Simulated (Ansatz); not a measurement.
**Relaxing BAs in the zincblende type**

First guess:

```yaml
crystal:
  lattice:
    - [0.00000, 2.40620, 2.40620]
    - [2.40620, 0.00000, 2.40620]
    - [2.40620, 2.40620, 0.00000]
  atoms:
    - { symbol: B, position: [0.00000, 0.00000, 0.00000] }
    - { symbol: As, position: [0.25000, 0.25000, 0.25000] }
```

These are results of Ansatz 0.2.0, DFT, PBE, PAW with Ansatz's default frozen-core files, scalar-relativistic, not measurements.

Cell and atoms relax within the symmetry of the start on a 15×15×15 k mesh with 0.08 eV Fermi–Dirac smearing.

The start is built from a prototype, known or not as a phase of this compound; the cutoff is 420 eV.

**Question.** What is the pressure of the first guess?

**Answer.** -0.25 GPa.

**Question.** What does it relax to?

**Answer.** a = 4.809 Å, b = 4.809 Å, c = 4.809 Å, α = 90.00°, β = 90.00°, γ = 90.00° (conventional cell), 13.90 Å³ per atom:
```xyz
2
Lattice="0.0000 2.4047 2.4047 2.4047 0.0000 2.4047 2.4047 2.4047 0.0000" Properties=species:S:1:pos:R:3 pbc="T T T"
B     0.0000    0.0000    0.0000
As    1.2023    1.2023    1.2023
```

**Question.** How much energy does the relaxation release?

**Answer.** 0 meV/atom.
